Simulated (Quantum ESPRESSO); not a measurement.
# Al2GaInP4: finding a planted mistake in a log

Simulated, not a measurement. The program is pw.x of Quantum ESPRESSO 7.5 (plane-wave density functional theory). The cell is made up: 8 atoms on a zincblende/diamond lattice, with randomly drawn elements, strain and displacements, not relaxed. PseudoDojo standard norm-conserving files (v0.5 for PBE, v0.4.1 for LDA and PBEsol) set the functional; there is no spin polarisation, spin-orbit coupling or dispersion term, and the masses in the input are unused placeholders.

Intended input:

```
&control calculation='scf', pseudo_dir='./dojo.nc.sr.pbe.v0_5.standard.upf', outdir='./o', disk_io='medium', tprnfor=.true., tstress=.true. /
&system ibrav=0, nat=8, ntyp=4, nbnd=32, ecutwfc=79.96652505, nosym=.true., tot_charge=0,
 occupations='smearing', smearing='fd', degauss=0.0018374661
/
&electrons conv_thr=7.350e-09, electron_maxstep=60, /
ATOMIC_SPECIES
Al 1.0 Al.upf
Ga 1.0 Ga.upf
In 1.0 In.upf
P 1.0 P.upf
CELL_PARAMETERS angstrom
5.7008 -0.0296 -0.0849
-0.0296 5.7037 -0.0751
-0.0849 -0.0751 5.7622
ATOMIC_POSITIONS angstrom
Al 0.0052 -0.0688 0.0277
Ga -0.0849 2.8386 2.8713
In 2.8028 0.0443 2.8403
Al 2.7811 2.9004 -0.1071
P 1.4318 1.4339 1.3316
P 1.2745 4.2014 4.2377
P 4.2256 1.2592 4.3089
P 4.2065 4.26 1.3116
K_POINTS automatic
4 4 4 1 1 1
```

The log is shortened where brackets say so; the opening notice, blank lines, dates and the lines on written files are dropped, and the path of the files is cut. It prints rydbergs, bohrs and kilobars, and counts compression as positive stress.

Log of the intended run:

```
     Program PWSCF v.7.5
     Parallel version (MPI & OpenMP), running on       1 processor cores
     Number of MPI processes:                 1
     Threads/MPI process:                     1
     [start-up lines left out]
     bravais-lattice index     =            0
     lattice parameter (alat)  =      10.7743  a.u.
     unit-cell volume          =    1263.8484 (a.u.)^3
     number of atoms/cell      =            8
     number of atomic types    =            4
     number of electrons       =        52.00
     number of Kohn-Sham states=           32
     kinetic-energy cutoff     =      79.9665  Ry
     charge density cutoff     =     319.8661  Ry
     scf convergence threshold =      7.3E-09
     mixing beta               =       0.7000
     number of iterations used =            8  plain     mixing
     Exchange-correlation= PBE
                           (   1   4   3   4   0   0   0)
     [axes and pseudopotential details left out]
   Cartesian axes
     site n.     atom                  positions (alat units)
         1        Al     tau(   1) = (   0.0009120  -0.0120670   0.0048584  )
         2        Ga     tau(   2) = (  -0.0148908   0.4978682   0.5036035  )
         3        In     tau(   3) = (   0.4915892   0.0077699   0.4981664  )
         4        Al     tau(   4) = (   0.4877831   0.5087074  -0.0187845  )
         5        P      tau(   5) = (   0.2511265   0.2514948   0.2335522  )
         6        P      tau(   6) = (   0.2235373   0.7368926   0.7432594  )
         7        P      tau(   7) = (   0.7411371   0.2208538   0.7557473  )
         8        P      tau(   8) = (   0.7377871   0.7471706   0.2300444  )
     number of k points=    32  Fermi-Dirac smearing, width (Ry)=  0.0018
                       cart. coord. in units 2pi/alat
        k(    1) = (   0.1275711   0.1272891   0.1272220), wk =   0.0625000
        k(    2) = (   0.1312735   0.1305667   0.3746862), wk =   0.0625000
     [further k points left out]
     Dense  grid:   122037 G-vectors     FFT dimensions: (  64,  64,  64)
     Estimated max dynamical RAM per process >     156.71 MB
     Initial potential from superposition of free atoms
     starting charge      51.9880, renormalised to      52.0000
     Starting wfcs are   42 randomized atomic wfcs
     total cpu time spent up to now is       12.2 secs
     per-process dynamical memory:   123.0 Mb
     Self-consistent Calculation
     iteration #  1     ecut=    79.97 Ry     beta= 0.70
     Davidson diagonalization with overlap
     ethr =  1.00E-02,  avg # of iterations =  4.1
     Threshold (ethr) on eigenvalues was too large:
     Diagonalizing with lowered threshold
     Davidson diagonalization with overlap
     ethr =  6.90E-04,  avg # of iterations =  2.0
     total cpu time spent up to now is       57.6 secs
     total energy              =    -350.64211363 Ry
     estimated scf accuracy    <       0.36744853 Ry
     iteration #  2     ecut=    79.97 Ry     beta= 0.70
     Davidson diagonalization with overlap
     ethr =  7.07E-04,  avg # of iterations =  2.1
     total cpu time spent up to now is       82.4 secs
     total energy              =    -350.73099146 Ry
     estimated scf accuracy    <       0.09556550 Ry
     [iterations 3 to 8 left out]
     iteration #  9     ecut=    79.97 Ry     beta= 0.70
     Davidson diagonalization with overlap
     ethr =  2.74E-10,  avg # of iterations =  3.5
     total cpu time spent up to now is      384.9 secs
     total energy              =    -350.75027991 Ry
     estimated scf accuracy    <       0.00000002 Ry
     iteration # 10     ecut=    79.97 Ry     beta= 0.70
     Davidson diagonalization with overlap
     ethr =  3.20E-11,  avg # of iterations =  2.3
     total cpu time spent up to now is      426.6 secs
     End of self-consistent calculation
     [lines on levels left out]
!    total energy              =    -350.75027991 Ry
     estimated scf accuracy    <          1.2E-09 Ry
     smearing contrib. (-TS)   =      -0.00000000 Ry
     internal energy E=F+TS    =    -350.75027991 Ry
     The total energy is F=E-TS. E is the sum of the following terms:
     one-electron contribution =    -165.33941901 Ry
     hartree contribution      =     113.33668980 Ry
     xc contribution           =    -102.52693081 Ry
     ewald contribution        =    -196.22061988 Ry
     convergence has been achieved in  10 iterations
     Forces acting on atoms (cartesian axes, Ry/au):
     atom    1 type  1   force =    -0.00173145    0.00776073    0.00272710
     atom    2 type  2   force =    -0.01056490   -0.02413703   -0.01608696
     atom    3 type  3   force =    -0.02418480   -0.03733271   -0.01248680
     atom    4 type  1   force =     0.01480615   -0.01989047   -0.00222789
     atom    5 type  4   force =    -0.04312807    0.02982421   -0.01572776
     atom    6 type  4   force =     0.00384952   -0.00125107    0.02015730
     atom    7 type  4   force =     0.03667489    0.07114189    0.04058856
     atom    8 type  4   force =     0.02427866   -0.02611555   -0.01694355
     Total force =     0.129653     Total SCF correction =     0.000139
     Computing stress (Cartesian axis) and pressure
          total   stress  (Ry/bohr**3)                   (kbar)     P=      -26.76
  -0.00016359   0.00006589   0.00020466          -24.07        9.69       30.11
   0.00006589  -0.00019060   0.00012853            9.69      -28.04       18.91
   0.00020466   0.00012853  -0.00019163           30.11       18.91      -28.19
     init_run     :     11.93s CPU     12.14s WALL (       1 calls)
     electrons    :    402.58s CPU    414.39s WALL (       1 calls)
     forces       :      6.53s CPU      6.63s WALL (       1 calls)
     stress       :     24.86s CPU     25.72s WALL (       1 calls)
     [timing details left out]
     PWSCF        :   7m26.14s CPU   7m39.35s WALL
     JOB DONE.
```

A second run was made from an input with one planted mistake. Its log:

```
     Program PWSCF v.7.5
     Parallel version (MPI & OpenMP), running on       1 processor cores
     Number of MPI processes:                 1
     Threads/MPI process:                     1
     [start-up lines left out]
     bravais-lattice index     =            0
     lattice parameter (alat)  =      10.8917  a.u.
     unit-cell volume          =    1305.6248 (a.u.)^3
     number of atoms/cell      =            8
     number of atomic types    =            4
     number of electrons       =        52.00
     number of Kohn-Sham states=           32
     kinetic-energy cutoff     =      79.9665  Ry
     charge density cutoff     =     319.8661  Ry
     scf convergence threshold =      7.3E-09
     mixing beta               =       0.7000
     number of iterations used =            8  plain     mixing
     Exchange-correlation= PBE
                           (   1   4   3   4   0   0   0)
     [axes and pseudopotential details left out]
   Cartesian axes
     site n.     atom                  positions (alat units)
         1        Al     tau(   1) = (   0.0009196  -0.0120584   0.0048581  )
         2        Ga     tau(   2) = (  -0.0148865   0.4978645   0.5036074  )
         3        In     tau(   3) = (   0.4916011   0.0077729   0.4981768  )
         4        Al     tau(   4) = (   0.4877840   0.5087084  -0.0187903  )
         5        P      tau(   5) = (   0.2511271   0.2514914   0.2335513  )
         6        P      tau(   6) = (   0.2235402   0.7368985   0.7432660  )
         7        P      tau(   7) = (   0.7411493   0.2208509   0.7557582  )
         8        P      tau(   8) = (   0.7378007   0.7471698   0.2300465  )
     number of k points=    32  Fermi-Dirac smearing, width (Ry)=  0.0018
                       cart. coord. in units 2pi/alat
        k(    1) = (   0.1275700   0.1272867   0.1272204), wk =   0.0625000
        k(    2) = (   0.1312714   0.1305634   0.3746831), wk =   0.0625000
     [further k points left out]
     Dense  grid:   126087 G-vectors     FFT dimensions: (  64,  64,  64)
     Estimated max dynamical RAM per process >     161.10 MB
     Initial potential from superposition of free atoms
     starting charge      51.9880, renormalised to      52.0000
     Starting wfcs are   42 randomized atomic wfcs
     total cpu time spent up to now is       18.2 secs
     per-process dynamical memory:   105.3 Mb
     Self-consistent Calculation
     iteration #  1     ecut=    79.97 Ry     beta= 0.70
     Davidson diagonalization with overlap
     ethr =  1.00E-02,  avg # of iterations =  4.0
     Threshold (ethr) on eigenvalues was too large:
     Diagonalizing with lowered threshold
     Davidson diagonalization with overlap
     ethr =  6.84E-04,  avg # of iterations =  2.0
     total cpu time spent up to now is       94.0 secs
     total energy              =    -350.63112661 Ry
     estimated scf accuracy    <       0.36329518 Ry
     iteration #  2     ecut=    79.97 Ry     beta= 0.70
     Davidson diagonalization with overlap
     ethr =  6.99E-04,  avg # of iterations =  2.1
     total cpu time spent up to now is      127.1 secs
     total energy              =    -350.72008716 Ry
     estimated scf accuracy    <       0.10076646 Ry
     [iterations 3 to 8 left out]
     iteration #  9     ecut=    79.97 Ry     beta= 0.70
     Davidson diagonalization with overlap
     ethr =  3.36E-10,  avg # of iterations =  3.7
     total cpu time spent up to now is      347.6 secs
     total energy              =    -350.74003011 Ry
     estimated scf accuracy    <       0.00000003 Ry
     iteration # 10     ecut=    79.97 Ry     beta= 0.70
     Davidson diagonalization with overlap
     ethr =  5.13E-11,  avg # of iterations =  2.1
     total cpu time spent up to now is      385.3 secs
     End of self-consistent calculation
     [lines on levels left out]
!    total energy              =    -350.74003011 Ry
     estimated scf accuracy    <          2.0E-09 Ry
     smearing contrib. (-TS)   =      -0.00000000 Ry
     internal energy E=F+TS    =    -350.74003011 Ry
     The total energy is F=E-TS. E is the sum of the following terms:
     one-electron contribution =    -168.59433978 Ry
     hartree contribution      =     114.36522507 Ry
     xc contribution           =    -102.40543916 Ry
     ewald contribution        =    -194.10547624 Ry
     convergence has been achieved in  10 iterations
     Forces acting on atoms (cartesian axes, Ry/au):
     atom    1 type  1   force =    -0.00158134    0.00785023    0.00211181
     atom    2 type  2   force =    -0.00874463   -0.02123682   -0.01442894
     atom    3 type  3   force =    -0.02100826   -0.03371890   -0.01172230
     atom    4 type  1   force =     0.01384569   -0.01837552   -0.00104901
     atom    5 type  4   force =    -0.03989409    0.02618093   -0.01451691
     atom    6 type  4   force =     0.00320257   -0.00175954    0.01971305
     atom    7 type  4   force =     0.03230470    0.06520959    0.03658033
     atom    8 type  4   force =     0.02187537   -0.02414997   -0.01668803
     Total force =     0.117959     Total SCF correction =     0.000137
     Computing stress (Cartesian axis) and pressure
          total   stress  (Ry/bohr**3)                   (kbar)     P=      -45.06
  -0.00028874   0.00005794   0.00017783          -42.48        8.52       26.16
   0.00005794  -0.00031265   0.00011752            8.52      -45.99       17.29
   0.00017783   0.00011752  -0.00031748           26.16       17.29      -46.70
     init_run     :     17.20s CPU     18.03s WALL (       1 calls)
     electrons    :    355.24s CPU    367.58s WALL (       1 calls)
     forces       :      6.46s CPU      6.56s WALL (       1 calls)
     stress       :     17.95s CPU     18.78s WALL (       1 calls)
     [timing details left out]
     PWSCF        :   6m37.12s CPU   6m51.35s WALL
     JOB DONE.
```

Question: what was wrong in the second input?

Answer: the cell and the positions are scaled by a wrong factor. The input lines that differ, file-writing options aside:

```
- 5.7008 -0.0296 -0.0849
+ 5.7629 -0.0299 -0.0858
- -0.0296 5.7037 -0.0751
+ -0.0299 5.7659 -0.0759
- -0.0849 -0.0751 5.7622
+ -0.0858 -0.0759 5.825
- Al 0.0052 -0.0688 0.0277
+ Al 0.0053 -0.0695 0.028
- Ga -0.0849 2.8386 2.8713
+ Ga -0.0858 2.8695 2.9026
- In 2.8028 0.0443 2.8403
+ In 2.8334 0.0448 2.8713
- Al 2.7811 2.9004 -0.1071
+ Al 2.8114 2.932 -0.1083
- P 1.4318 1.4339 1.3316
+ P 1.4474 1.4495 1.3461
- P 1.2745 4.2014 4.2377
+ P 1.2884 4.2472 4.2839
- P 4.2256 1.2592 4.3089
+ P 4.2717 1.2729 4.3559
- P 4.2065 4.26 1.3116
+ P 4.2524 4.3064 1.3259
```

|  | intended run | run with the mistake |
| --- | --- | --- |
| free energy (eV) | -4772.201 | -4772.061 |
| smearing term -TS (eV) | 0.0000 | 0.0000 |
| pressure (GPa) | -2.68 | -4.51 |
| largest force component (eV/Å) | 1.829 | 1.677 |
| largest change of a force component (eV/Å) |  | 0.153 |
| iterations | 10 | 10 |

For scale, a rerun of the intended cell at 1377 eV and a 6 x 6 x 6 mesh moved values by no more than 0.006 eV in energy, 0.02 GPa in stress and 0.002 eV/Å in force.